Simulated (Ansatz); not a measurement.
Sr4P2O:
```cif
data_O2P4Sr8
_chemical_formula_sum 'Sr8 P4 O2'
_space_group_name_H-M_alt 'I4/mmm'
_space_group_IT_number 139
_space_group_name_Hall '-I 4 2'
_cell_length_a 4.80382
_cell_length_b 4.80382
_cell_length_c 15.99800
_cell_angle_alpha 90.000
_cell_angle_beta 90.000
_cell_angle_gamma 90.000
loop_
_atom_site_label
_atom_site_type_symbol
_atom_site_symmetry_multiplicity
_atom_site_Wyckoff_symbol
_atom_site_fract_x
_atom_site_fract_y
_atom_site_fract_z
_atom_site_occupancy
Sr1 Sr 4 e 0.00000 0.00000 0.32503 1
Sr2 Sr 4 c 0.00000 0.50000 0.00000 1
P1 P 4 e 0.00000 0.00000 0.13526 1
O1 O 2 b 0.00000 0.00000 0.50000 1
```
(The calculation used a cell of 7 atoms; values per cell refer to that cell.)

Relaxed with r²SCAN.

Problem. Tabulate the valence density and the electron localisation function along the shortest Sr–O contact (2.40 Å), the program Ansatz at the r²SCAN level (PAW).

Solution. 

```tsv
distance from Sr (Å)	density (e/Å³)	ELF
0.24	2.08	0.17
0.36	2.60	0.49
0.48	2.70	0.73
0.60	2.35	0.83
0.72	1.76	0.85
0.84	1.17	0.80
0.96	0.73	0.60
1.08	0.46	0.25
1.20	0.34	0.11
1.32	0.34	0.15
1.44	0.45	0.39
1.56	0.69	0.68
1.68	1.14	0.80
1.80	1.96	0.83
1.92	3.30	0.80
2.04	5.09	0.70
2.16	6.88	0.52
```

The density is the valence pseudo-density with augmentation charge, so density and ELF within about 1 Å of a nucleus are not all-electron values.

The first step of the workflow began from a Materials Project structure, measured or hypothetical; the Crystallography Open Database copy checked does not list it. Its standing as an ambient phase is unchecked. Symmetry was held in the r²SCAN relaxation; whether a distortion lowers the energy is not shown.

Potentials: the earlier of the program's two PAW sets. The files were generated under PBE; for other functionals the program regenerates the frozen cores, and for LDA and PBEsol the local potential too.
